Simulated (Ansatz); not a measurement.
SrLa$_{2}$S$_{4}$:
```
CELL_PARAMETERS angstrom
     -4.30299     4.30299     4.28855
      4.30299    -4.30299     4.28855
      4.30299     4.30299    -4.28855
ATOMIC_POSITIONS crystal
  Sr 0.50000 0.50000 0.00000
  Sr 0.25000 0.75000 0.50000
  La 0.00445 0.62500 0.87945
  La 0.37500 0.25445 0.37945
  La 0.74555 0.12500 0.12055
  La 0.87500 0.99555 0.62055
  S  0.11934 0.36846 0.09448
  S  0.63154 0.72602 0.75088
  S  0.27398 0.02486 0.90552
  S  0.97514 0.88066 0.24912
  S  0.63066 0.22514 0.74912
  S  0.11846 0.36934 0.59448
  S  0.47602 0.88154 0.25088
  S  0.77486 0.52398 0.40552
```

x, y and z are the axes in which the lattice vectors are written.

Q: Give the proper piezoelectric stress tensor with relaxed ions from DFT-LDA in the program Ansatz with PAW potentials.

A: In C/m², rows x, y, z, Voigt columns; mesh uncertainty up to 0.00.
```
 0.00   0.00   0.00  -0.28   0.00   0.00
 0.00   0.00   0.00   0.00  -0.28   0.00
 0.00   0.00   0.00   0.00   0.00  -0.21
```

The elastic tensor of the same run (GPa):

```json
[
 {"": "1", "1": "152", "2": "40.9", "3": "44.6", "4": "0.0", "5": "0.0", "6": "0.0"},
 {"": "2", "1": "40.9", "2": "152", "3": "44.6", "4": "0.0", "5": "0.0", "6": "0.0"},
 {"": "3", "1": "44.6", "2": "44.6", "3": "149", "4": "0.0", "5": "0.0", "6": "0.0"},
 {"": "4", "1": "0.0", "2": "0.0", "3": "0.0", "4": "39.9", "5": "0.0", "6": "0.0"},
 {"": "5", "1": "0.0", "2": "0.0", "3": "0.0", "4": "0.0", "5": "39.9", "6": "0.0"},
 {"": "6", "1": "0.0", "2": "0.0", "3": "0.0", "4": "0.0", "5": "0.0", "6": "35.6"}
]
```

Q: Convert to strain constants d = e·S.

A: In pC/N:
```
 0.0   0.0   0.0  -6.9   0.0   0.0
 0.0   0.0   0.0   0.0  -6.9   0.0
 0.0   0.0   0.0   0.0   0.0  -6.0
```

Space group I-42d. The first step of the workflow began from a Materials Project structure, measured or hypothetical; the Crystallography Open Database copy checked does not list it. Its standing as an ambient phase is unchecked. The LDA relaxation kept the symmetry of its start; of distortions, only those at the zone centre were tested. Spin–orbit coupling is left out wherever it is not named.

Potentials: the later of the program's two PAW sets.
